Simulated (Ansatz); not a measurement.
Below is a relaxed structure of Tl2H. The cell was found from a structure generator's guess, not taken from experiment.

These are results of DFT PBE, scalar-relativistic, plane waves, PAW (Ansatz 0.2.0), not measurements. Cutoff 420 eV, Γ-centred mesh, Gaussian smearing, no spin polarisation.

```xyz
3
Lattice="1.7769 1.0259 6.4613 -1.7769 1.0259 6.4613 0.0000 -2.0518 6.4613" Properties=species:S:1:pos:R:3 pbc="T T T"
Tl    0.0000    0.0000    4.8905
Tl    0.0000    0.0000   14.4933
H     0.0000    0.0000    0.0000
```

Energies over the elements count from the elements' standard structures at the same level (H₂ as a molecule), with no fitted energy shifts.

(1) What space group does it have?

(2) What is its formation energy per atom?

(3) Is it a metal?

Answers

(1) R-3m (No. 166), the anti-cadmium chloride type. Conventional cell: a = 3.554 Å, c = 19.384 Å. Tl has 3 H at 2.58 Å and 12 Tl at 3.55–3.90 Å; H is surrounded by 6 Tl at 2.58 Å.

(2) +0.27 eV/atom. The separate elements lie lower, so it is unstable against them.

(3) Yes, bands cross the Fermi level on the 18×18×18 mesh.

The last run used an 18×18×18 mesh for its 3-atom cell and Gaussian smearing of 0.10 eV. Weakly bound directions are ill-defined at this level, which has no dispersion term. These runs have no spin–orbit coupling, which can matter for Tl. The cell is a metal run without spin; a magnetic state may lie lower. With hydrogen, zero-point motion can shift formation energies by some tens of meV/atom. A later test with randomly moved atoms ended 3 meV/atom lower on a coarse mesh, in P1 at a loose tolerance, which is no clear verdict on its stability.
